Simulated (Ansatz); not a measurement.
Computed with DFT PBE, scalar-relativistic, plane waves, PAW (Ansatz). Settings: cutoff 420 eV, Γ-centred meshes spaced at most about 0.3 Å⁻¹, and about 0.25 Å⁻¹ or finer for metals (2π included), Gaussian smearing. No spin polarisation in the final relaxations.

These are static total energies at zero pressure.

Compare these two cells of Ga3Ir2, each relaxed at this level.

A.

```
CELL_PARAMETERS angstrom
4.68609 0.00000 0.00000
0.00000 4.68609 0.00000
0.00000 0.00000 4.68609
ATOMIC_POSITIONS crystal
Ga 0.00000 0.50000 0.50000
Ga 0.50000 0.00000 0.50000
Ga 0.50000 0.50000 0.00000
Ir 0.50000 0.50000 0.50000
Ir 0.00000 0.00000 0.00000
```

B.

```
CELL_PARAMETERS angstrom
5.14814 0.00000 0.00000
-2.57407 4.45842 0.00000
0.00000 0.00000 4.87948
ATOMIC_POSITIONS crystal
Ga 0.50000 0.00000 0.50000
Ga 0.00000 0.50000 0.50000
Ga 0.50000 0.50000 0.50000
Ir 0.00000 0.00000 0.50000
Ir 0.00000 0.00000 0.00000
```

**Question.** Which is lower in energy, and by how much?

**Answer.** A is lower, by 76 meV/atom. A has space group Pm-3m (No. 221), 20.6 Å³/atom and no gap on its mesh; B has space group P6/mmm (No. 191), 22.4 Å³/atom and no gap. Counting all near atoms (those within 1.25 times the shortest distance at each site; a plus sign parts nearer from farther groups; a slash parts the counts of unlike sites), A has Ga 2, Ir 6/12+8 and B has Ga 6, Ir 2/8. The denser one is the lower, and pressure would at first widen the difference. Even the lower one lies +0.57 eV/atom against the reference forms of the elements (uncorrected), so neither is stable at this level. Both come from invented guesses. A third cell relaxed alike, in P6/mmm, lies 262 meV/atom below the lower of the two.

Spin–orbit coupling, which can matter for Ir, is left out. Cells relaxed within their symmetry can be saddle points.
